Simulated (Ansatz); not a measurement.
Level of theory: DFT PBE, scalar-relativistic, plane waves, PAW in Ansatz. All cells share a 420 eV cutoff and Γ-centred k meshes spaced at most about 0.3 Å⁻¹ (about 0.25 or finer for metals, 2π included). No spin polarisation in the final relaxations.

All energies are static (0 K, no zero-point motion).

Compare these two cells of MgGeSe3, each relaxed at this level.

A.

```xyz
10
Lattice="3.4859 2.0126 5.5472 -3.4859 2.0126 5.5472 0.0000 -4.0252 5.5472" Properties=species:S:1:pos:R:3 pbc="T T T"
Mg    0.0000    0.0000   12.4811
Mg    0.0000    0.0000    4.1604
Ge    0.0000    0.0000    8.3207
Ge    0.0000    0.0000    0.0000
Se    2.1871   -0.2369    9.7075
Se   -0.8884    2.0126    9.7075
Se   -1.2987   -1.7757    9.7075
Se   -2.1871    0.2369    6.9339
Se    0.8884   -2.0126    6.9339
Se    1.2987    1.7757    6.9339
```

B.

```xyz
10
Lattice="-3.3414 3.3414 5.6475 3.3414 -3.3414 5.6475 3.3414 3.3414 -5.6475" Properties=species:S:1:pos:R:3 pbc="T T T"
Mg    0.0000    3.3414    2.6811
Mg    3.3414    0.0000    2.6811
Ge    0.0000    0.0000   10.9602
Ge    0.0000    0.0000    5.3127
Se    2.4584    0.8830    0.1156
Se    0.8830    4.2244    0.1156
Se    0.0000    0.0000    8.5218
Se    0.8830    2.4584    5.7631
Se    2.4584   -0.8830    5.7631
Se    0.0000    0.0000    2.8742
```

Question: Which is lower in energy, and by how much?

Answer: A is lower, by 119 meV/atom. A has space group R-3c (No. 167), 23.3 Å³/atom and no gap on its mesh; B has space group I4cm (No. 108), 25.2 Å³/atom and no gap. Counting Se atoms around Ge and Mg (those within 1.25 times the shortest such distance or 1.15 times the sum of covalent radii, 1.27 where that leaves under three; a plus sign parts nearer from farther groups), A has Mg 3, Ge 6 and B has Mg 2+6, Ge 5. B holds Se–Se pairs (shortest 2.50 Å); in A the shortest Se–Se distance is 3.54 Å. The denser one is the lower, and pressure would at first widen the difference. In A, Mg has 3 Se at 2.60 Å; Ge has 6 Se at 2.60 Å; Se is surrounded by 1 Mg at 2.60 Å and 2 Ge at 2.60 Å. In B, Mg has 2 Se at 2.85 Å and 6 Se at 3.33–3.35 Å; around Ge lie 1 Se at 2.44 Å, 4 Se at 2.65 Å and 1 Se at 3.21 Å; Se on a site of symmetry m is surrounded by 1 Se at 2.50 Å, 2 Ge at 2.65 Å, 1 Mg at 2.85 Å and 1 Mg at 3.33 Å; 1 more site not described. Both come from invented guesses.

The zero gap of R-3c, I4cm may come from the functional, which often closes small gaps, or the cell may be a true semimetal. Cells relaxed within their symmetry can be saddle points.
